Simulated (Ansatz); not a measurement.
Method: Ansatz, DFT PBE, scalar-relativistic, plane waves, PAW. All cells share a 420 eV cutoff and Γ-centred k meshes spaced about 0.3 Å⁻¹ or finer (0.25 for metals, 2π included). No spin polarisation.

Temperature and zero-point effects are left out.

Compare these two cells of Mg3Sn2N2, each relaxed at this level.

A.

Space group P-3m1 (No. 164). a = 3.321 Å, b = 3.321 Å, c = 12.619 Å, α = 90.00°, β = 90.00°, γ = 120.00°
```tsv
atom	site	symmetry	x	y	z
Mg	1a	-3m.	0.0000	0.0000	0.0000
Mg	2d	3m.	0.6667	0.3333	0.1650
Sn	2d	3m.	0.3333	0.6667	0.3863
N	2d	3m.	0.3333	0.6667	0.1066
```

B.

Space group R-3m:H (No. 166). a = 3.295 Å, b = 3.295 Å, c = 39.292 Å, α = 90.00°, β = 90.00°, γ = 120.00°
| atom | site | symmetry | x | y | z |
| --- | --- | --- | --- | --- | --- |
| Mg | 3a | -3m | 0.0000 | 0.0000 | 0.0000 |
| Mg | 6c | 3m | 0.0000 | 0.0000 | 0.7207 |
| Sn | 6c | 3m | 0.3333 | 0.6667 | 0.7984 |
| N | 6c | 3m | 0.6667 | 0.3333 | 0.9656 |

Question: Which form is favoured at zero pressure, and by what margin per atom?

Answer: A is lower, by 13 meV/atom. A has space group P-3m1 (No. 164), 17.2 Å³/atom and no gap on its mesh; B has space group R-3m (No. 166), 17.6 Å³/atom and no gap. In A, Mg on a site of symmetry -3m is surrounded by 6 N at 2.34 Å and 6 Mg at 2.83 Å; around Sn lie 9 Sn at 3.32–3.45 Å, 3 Mg at 3.39 Å and 1 N at 3.53 Å; around N lie 3 Mg at 2.05 Å, 3 Mg at 2.34 Å, 9 N at 3.30–3.32 Å, 1 Mg at 3.43 Å and 1 Sn at 3.53 Å; 1 more site not described. In B, around Mg on a site of symmetry -3m lie 6 N at 2.33 Å and 6 Mg at 2.85 Å; Sn is surrounded by 9 Sn at 3.30–3.34 Å and 3 Mg at 3.60 Å; N has 3 Mg at 2.05 Å and 3 Mg at 2.33 Å; 1 more site not described. Both come from trial cells of a structure search.

For metals, differences of a few meV/atom aren't resolved. A has imaginary phonons (to 37i cm⁻¹ on its k mesh, which matters in a metal), so it may be a saddle point. Other cells relaxed within their symmetry can be saddle points.
